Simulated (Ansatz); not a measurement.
Relaxed-ion elastic tensor of SnPt (NiAs type, space group No. 194) in GPa (Voigt order), the program Ansatz at the PBEsol level (PAW); density 13.00 g/cm³, 20.04 Å³ per atom.

```
 187   136  93.8   0.0   0.0   0.0
 136   187  93.8   0.0   0.0   0.0
93.8  93.8   313   0.0   0.0   0.0
 0.0   0.0   0.0  64.9   0.0   0.0
 0.0   0.0   0.0   0.0  64.9   0.0
 0.0   0.0   0.0   0.0   0.0  25.1
```

Question: Is the crystal mechanically stable?

Answer: Yes: the smallest eigenvalue of C is 25.1 GPa.

Question: Work out the Voigt, Reuss and Hill averages.

Answer: K_V = 148, K_R = 146, K_H = 147; G_V = 55.1, G_R = 41.3, G_H = 48.2 GPa.

Question: Give Young's modulus, Poisson's ratio, Pugh's ratio and the universal anisotropy index.

Answer: E = 9KG/(3K + G) = 130 GPa; ν = 0.35; K/G = 3.05 (ductile by the Pugh limit of 1.75); A_U = 5G_V/G_R + K_V/K_R − 6 = 1.69.

Question: Estimate the sound speeds and the Debye temperature.

Answer: v_l = √((K + 4G/3)/ρ) = 4030 m/s, v_t = √(G/ρ) = 1930 m/s, mean 2170 m/s; Θ = (h/k)(3n/4πV)^(1/3) v_m = 237 K.

Question: Solve the Christoffel equation for the three sound speeds along x, y, z.

Answer: Eigenvalues of C_ijkl n_j n_l equal ρv². In km/s, slowest first: x 1.39, 2.23, 3.79; y 1.39, 2.23, 3.79; z 2.23, 2.23, 4.90.

Question: How much does each axis shrink under pressure?

Answer: Linear compressibilities β_i = Σ_j S_ij (j = 1 to 3): x 2.6, y 2.6, z 1.6 per TPa.

Space group P6_3/mmc (NiAs type). The workflow started from a Materials Project entry (that database holds measured and hypothetical structures alike); the Crystallography Open Database files this formula in space group No. 194, but the cells were not matched. Its standing as an ambient phase is unchecked. The cell was relaxed with PBEsol under the symmetry of its start; whether a distortion lowers the energy is not shown. The run is not spin-polarised. As this level gives no gap, shear constants depend on the k-mesh and smearing (Fermi–Dirac, 0.1 eV here). Scalar-relativistic: spin–orbit coupling is off unless named, which matters more the heavier the elements.

Potentials: the later of the program's two PAW sets.
